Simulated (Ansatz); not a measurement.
Sc₃TlB (anti-perovskite, Pm-3m) at seven volumes, r²SCAN (plane waves, PAW; program Ansatz), scaled uniformly. One row is withheld.

```
V (Å³/atom)  P (GPa)
-----------  -------
18.587             ?
19.200          5.74
19.813          2.66
20.426          0.00
21.038         -2.29
21.651         -4.26
22.264         -5.96
```

**Question.** Fit the shown pressures and predict the withheld one.

**Answer.** Third-order Birch–Murnaghan: P = (3/2)B₀(x^(7/2) − x^(5/2))[1 + (3/4)(B′ − 4)(x − 1)] with x = (V₀/V)^(2/3). Least squares on the six rows gives V₀ = 20.426 Å³/atom, B₀ = 82.07 GPa, B′ = 3.97. At V = 18.587, x = 1.0649 and P = 9.34 GPa. The run itself gave 9.32 GPa.

The workflow started from an entry of the Crystallography Open Database (COD). Its standing as an ambient phase is unchecked. The r²SCAN relaxation kept the symmetry of its start; its stability against distortions is not shown here. No spin polarisation was allowed. Spin–orbit coupling is left out wherever it is not named.

Potentials: the later of the program's two PAW sets.
